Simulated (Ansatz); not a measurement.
Given:

ZnAu:
Space group Pm-3m (No. 221); a = b = c = 3.1286 Å, α = β = γ = 90.00°

```json
[
 {"atom": "Au", "site": "1a", "symmetry": "m-3m", "x": "0.0000", "y": "0.0000", "z": "0.0000"},
 {"atom": "Zn", "site": "1b", "symmetry": "m-3m", "x": "0.5000", "y": "0.5000", "z": "0.5000"}
]
```

This is the PBEsol-relaxed structure.

Q: All from DFT-PBEsol in the program Ansatz with PAW potentials, unless another level is named. Give the density of states at the Fermi level.

A: 0.24 states/eV per atom (mean over ±0.08 eV).

Q: And the formation energy from the elements (no fitted shifts)?

A: -0.22 eV/atom.

Q: Give the gap with spin–orbit coupling.

A: none (metallic).

The cell was relaxed with PBEsol under the symmetry of its start; of distortions, only those at the zone centre were tested. The references are the lowest solids computed at this level, not always the standard phases. Spin–orbit coupling is left out wherever it is not named.

Potentials: the later of the program's two PAW sets.
